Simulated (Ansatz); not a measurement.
Relaxed-ion elastic tensor of Y (diamond, Fd-3m) in GPa (Voigt order), r²SCAN in the plane-wave PAW code Ansatz; density 3.57 g/cm³, 41.30 Å³ per atom.

|  | 1 | 2 | 3 | 4 | 5 | 6 |
|---|---|---|---|---|---|---|
| 1 | -27.3 | 30.2 | 30.2 | 0.0 | 0.0 | 0.0 |
| 2 | 30.2 | -27.3 | 30.2 | 0.0 | 0.0 | 0.0 |
| 3 | 30.2 | 30.2 | -27.3 | 0.0 | 0.0 | 0.0 |
| 4 | 0.0 | 0.0 | 0.0 | -175 | 0.0 | 0.0 |
| 5 | 0.0 | 0.0 | 0.0 | 0.0 | -175 | 0.0 |
| 6 | 0.0 | 0.0 | 0.0 | 0.0 | 0.0 | -175 |

Q: Is the crystal mechanically stable?

A: No: the smallest eigenvalue of C is -175 GPa.

The start of the workflow was typed in or built on a structure type; neither database checked (COD, Materials Project) lists it. It is not the phase usual at ambient conditions (space group No. 194). The r²SCAN relaxation kept the symmetry of its start. At this level the phase is mechanically unstable. No spin polarisation was allowed. The volume moved by -21 % from the start of the relaxation. As this level gives no gap, shear constants depend on the k-mesh and smearing (Fermi–Dirac, 0.1 eV here).

Potentials: the earlier of the program's two PAW sets.
